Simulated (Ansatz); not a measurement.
A relaxation computed with Ansatz, from input to last step.

```yaml
crystal:
  lattice:
    - [2.4340657736, 0.0, 0.0]
    - [0.0, 2.4340657736, 0.0]
    - [0.0, 0.0, 2.4340657736]
  atoms:
    - { symbol: B, position: [0.0, 0.0, 0.0] }
    - { symbol: C, position: [0.5, 0.5, 0.5] }
basis:
  ecutwfc: 420
kpoints:
  mp_grid: { grid: [8, 8, 8] }
hamiltonian:
  xc: pbe
scf:
  occupations: { method: gaussian, width: 0.1 }
  lower_state_search: "off"
output:
  forces: true
  stress: true
  eigenvalues: true
relax:
  adjacent_minimum: "off"
  f_tol: 0.04
  max_steps: 70
  cell: { stress_tol: 0.4 }
```

```bash
ansatz run input.yaml --threads 1 --pin off --max-ram 2560MiB --backend cpu --events-out ev --progress --plain --runs-dir out
```

Theory: DFT PBE, scalar-relativistic, plane waves, PAW in Ansatz.

Of 5 frames 5 are shown, positions in Å and forces in eV/Å; the SCF threshold varies from step to step. Steps run on the plane waves of an earlier cell, with a Pulay correction in the pressure. The basis is chosen afresh for the last frame, the zero of the energies, and at times for earlier ones too; energy and pressure step there, also at an unchanged geometry.

```xyz
2
Lattice="2.4341 0.0000 0.0000 0.0000 2.4341 0.0000 0.0000 0.0000 2.4341" Properties=species:S:1:pos:R:3:forces:R:3 pbc="T T T" step=1 free_energy_over_end_meV_per_atom=56.94 pressure_GPa=-20.63
B     0.0000    0.0000    0.0000    0.0000    0.0000    0.0000
C     1.2170    1.2170    1.2170    0.0000    0.0000    0.0000
2
Lattice="2.3781 0.0000 0.0000 0.0000 2.3781 0.0000 0.0000 0.0000 2.3781" Properties=species:S:1:pos:R:3:forces:R:3 pbc="T T T" step=2 free_energy_over_end_meV_per_atom=8.87 pressure_GPa=-9.57
B     0.0000    0.0000    0.0000    0.0000    0.0000    0.0000
C     1.1891    1.1891    1.1891    0.0000    0.0000    0.0000
2
Lattice="2.3337 0.0000 0.0000 0.0000 2.3337 0.0000 0.0000 0.0000 2.3337" Properties=species:S:1:pos:R:3:forces:R:3 pbc="T T T" step=3 free_energy_over_end_meV_per_atom=-0.90 pressure_GPa=2.52
B     0.0000    0.0000    0.0000    0.0000    0.0000    0.0000
C     1.1668    1.1668    1.1668    0.0000    0.0000    0.0000
2
Lattice="2.3420 0.0000 0.0000 0.0000 2.3420 0.0000 0.0000 0.0000 2.3420" Properties=species:S:1:pos:R:3:forces:R:3 pbc="T T T" step=4 free_energy_over_end_meV_per_atom=-1.26 pressure_GPa=0.03
B     0.0000    0.0000    0.0000    0.0000    0.0000    0.0000
C     1.1710    1.1710    1.1710    0.0000    0.0000    0.0000
2
Lattice="2.3420 0.0000 0.0000 0.0000 2.3420 0.0000 0.0000 0.0000 2.3420" Properties=species:S:1:pos:R:3:forces:R:3 pbc="T T T" step=5 free_energy_over_end_meV_per_atom=0.00 pressure_GPa=-0.27
B     0.0000    0.0000    0.0000    0.0000    0.0000    0.0000
C     1.1710    1.1710    1.1710    0.0000    0.0000    0.0000
```

The start puts this composition into another compound's structure type, which needn't suit it. At the end the space group is Pm-3m (tolerance 0.05 Å).

The k mesh is coarse.